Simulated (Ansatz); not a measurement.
Input, command and steps of an Ansatz relaxation.

```yaml
crystal:
  lattice:
    - [-3.1705336255, 3.1705336255, 2.7568109111]
    - [3.1705336255, -3.1705336255, 2.7568109111]
    - [3.1705336255, 3.1705336255, -2.7568109111]
  atoms:
    - { symbol: Zr, position: [0.6666993735, 0.1666993735, 0.833398747] }
    - { symbol: Zr, position: [0.3333006265, 0.8333006265, 0.166601253] }
    - { symbol: Zr, position: [0.8333006265, 0.6666993735, 0.5] }
    - { symbol: Zr, position: [0.1666993735, 0.3333006265, 0.5] }
    - { symbol: Ir, position: [0.75, 0.75, 0.0] }
    - { symbol: Ir, position: [0.25, 0.25, 0.0] }
basis:
  ecutwfc: 420
kpoints:
  mp_grid: { grid: [8, 8, 8] }
hamiltonian:
  xc: pbesol
scf:
  occupations: { method: gaussian, width: 0.1 }
output:
  forces: true
  stress: true
  eigenvalues: true
relax:
  adjacent_minimum: "off"
  f_tol: 0.01
  max_steps: 30
  cell: { stress_tol: 0.1, fix: [volume] }
```

```bash
ansatz run input.yaml --threads 2 --pin off --max-ram 5120MiB --backend cpu --events-out ev --progress --plain --runs-dir out
```

The calculation used DFT PBEsol, scalar-relativistic, plane waves, PAW (Ansatz).

The volume is held at 0.94 times that of the relaxed cell.

Of 5 frames 4 are shown, positions in Å and forces in eV/Å; the SCF threshold varies from step to step. Steps run on the plane waves of an earlier cell, with a Pulay correction in the pressure. The basis is chosen afresh for the last frame, the zero of the energies, and at times for earlier ones too; energy and pressure step there, also at an unchanged geometry. The mark taken_back stands on steps that the optimiser undid.

```xyz
6
Lattice="-3.1705 3.1705 2.7568 3.1705 -3.1705 2.7568 3.1705 3.1705 -2.7568" Properties=species:S:1:pos:R:3:forces:R:3 pbc="T T T" step=1 free_energy_over_end_meV_per_atom=1.54 pressure_GPa=10.82
Zr    1.0571    4.2276    0.0000   -0.1432   -0.1432    0.0000
Zr    2.1135   -1.0571    2.7568    0.1432    0.1432    0.0000
Zr    1.0571    2.1135    2.7568   -0.1432    0.1432    0.0000
Zr    2.1135    1.0571    0.0000    0.1432   -0.1432    0.0000
Ir    0.0000    0.0000    4.1352    0.0000    0.0000    0.0000
Ir    0.0000    0.0000    1.3784    0.0000    0.0000    0.0000
6
Lattice="-3.1692 3.1692 2.7592 3.1692 -3.1692 2.7592 3.1692 3.1692 -2.7592" Properties=species:S:1:pos:R:3:forces:R:3 pbc="T T T" step=2 free_energy_over_end_meV_per_atom=15.75 pressure_GPa=7.98 taken_back
Zr    0.9949    4.1641    0.0000    0.5144    0.5144    0.0000
Zr    2.1743   -0.9949    2.7592   -0.5144   -0.5144    0.0000
Zr    0.9949    2.1743    2.7592    0.5144   -0.5144    0.0000
Zr    2.1743    0.9949    0.0000   -0.5144    0.5144    0.0000
Ir    0.0000    0.0000    4.1388    0.0000    0.0000    0.0000
Ir    0.0000    0.0000    1.3796    0.0000    0.0000    0.0000
6
Lattice="-3.1752 3.1752 2.7488 3.1752 -3.1752 2.7488 3.1752 3.1752 -2.7488" Properties=species:S:1:pos:R:3:forces:R:3 pbc="T T T" step=3 free_energy_over_end_meV_per_atom=0.02 pressure_GPa=10.05
Zr    1.0438    4.2190    0.0000   -0.0153   -0.0153    0.0000
Zr    2.1313   -1.0438    2.7488    0.0153    0.0153    0.0000
Zr    1.0438    2.1313    2.7488   -0.0153    0.0153    0.0000
Zr    2.1313    1.0438    0.0000    0.0153   -0.0153    0.0000
Ir    0.0000    0.0000    4.1232    0.0000    0.0000    0.0000
Ir    0.0000    0.0000    1.3744    0.0000    0.0000    0.0000
6
Lattice="-3.1754 3.1754 2.7483 3.1754 -3.1754 2.7483 3.1754 3.1754 -2.7483" Properties=species:S:1:pos:R:3:forces:R:3 pbc="T T T" step=5 free_energy_over_end_meV_per_atom=0.00 pressure_GPa=9.97
Zr    1.0422    4.2177    0.0000    0.0003    0.0003    0.0000
Zr    2.1332   -1.0422    2.7483   -0.0003   -0.0003    0.0000
Zr    1.0422    2.1332    2.7483    0.0003   -0.0003    0.0000
Zr    2.1332    1.0422    0.0000   -0.0003    0.0003    0.0000
Ir    0.0000    0.0000    4.1225    0.0000    0.0000    0.0000
Ir    0.0000    0.0000    1.3742    0.0000    0.0000    0.0000
```

The run took 53 s on 2 threads of Arm Neoverse V1, on a shared host, peak memory 0.57 GiB.

Spin–orbit coupling is left out, which can shift energies with elements as heavy as these.